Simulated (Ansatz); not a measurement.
TePb:
```xyz
2
Lattice="0.0000 3.2679 3.2679 3.2679 0.0000 3.2679 3.2679 3.2679 0.0000" Properties=species:S:1:pos:R:3 pbc="T T T"
Te     0.0000     0.0000     0.0000
Pb     3.2679     3.2679     3.2679
```

Relaxed with r²SCAN. Special points in fractions of this cell's reciprocal vectors: Γ (0.000, 0.000, 0.000); X (0.500, 0.000, 0.500); U (0.625, 0.250, 0.625); K (0.375, 0.375, 0.750); L (0.500, 0.500, 0.500); W (0.500, 0.250, 0.750).

Problem. List the band energies nearest the valence-band maximum at these points for r²SCAN in the plane-wave PAW code Ansatz.

Solution. In eV from the valence-band maximum; about four levels below and three above (degenerate sets whole), none deeper than 8.9 eV; points with the same levels are listed once.

| k | below | above |
|---|---|---|
| Γ | -5.71 -1.35 -1.35 -1.35 | 4.32 4.32 4.32 |
| X | -7.43 -4.41 -2.76 -2.76 | 3.74 5.71 5.71 |
| U | -8.09 -4.03 -2.26 -2.02 | 3.85 3.98 5.55 |
| L | -8.70 -0.90 -0.90 0.00 | 1.10 1.51 1.51 |
| W | -8.11 -3.71 -3.71 -0.38 | 1.94 5.58 5.58 |

Space group Fm-3m (rock salt). The r²SCAN relaxation kept the symmetry of its start. Scalar-relativistic: spin–orbit coupling is off unless named, which matters more the heavier the elements.

Potentials: the earlier of the program's two PAW sets.
